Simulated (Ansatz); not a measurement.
YZn5 in space group P6/mmm (No. 191; Y on 1a, Zn on 3g, Zn on 2c), PBE (plane waves, PAW; program Ansatz), all energies at zero smearing, with the estimated change up to a 700 eV cutoff added, with one set of potentials and settings (totals compare only within such a set). Cell of 6 atoms (1 Y, 5 Zn): -20445.614 eV.

| element | reference phase | E (eV/atom) |
|---|---|---|
| Y | P6_3/mmc, 2 atoms in the cell | -3848.6668 |
| Zn | C2/m, 3 atoms in the cell | -3319.0295 |

Formation energy per atom, worked out: (-20445.614 − 1×(-3848.6668) − 5×(-3319.0295))/6 = -0.300 eV/atom (-29 kJ per mol of atoms), at 0 K, without zero-point energy or fitted corrections.

The first step of the workflow began from a Materials Project structure, measured or hypothetical; the Crystallography Open Database files this formula in space group No. 191, but the cells were not matched. Its standing as an ambient phase is unchecked. Symmetry was held in the PBE relaxation; whether a distortion lowers the energy is not shown. No spin polarisation was allowed. The references are the lowest solids computed at this level, not always the standard phases.

Potentials: the later of the program's two PAW sets.
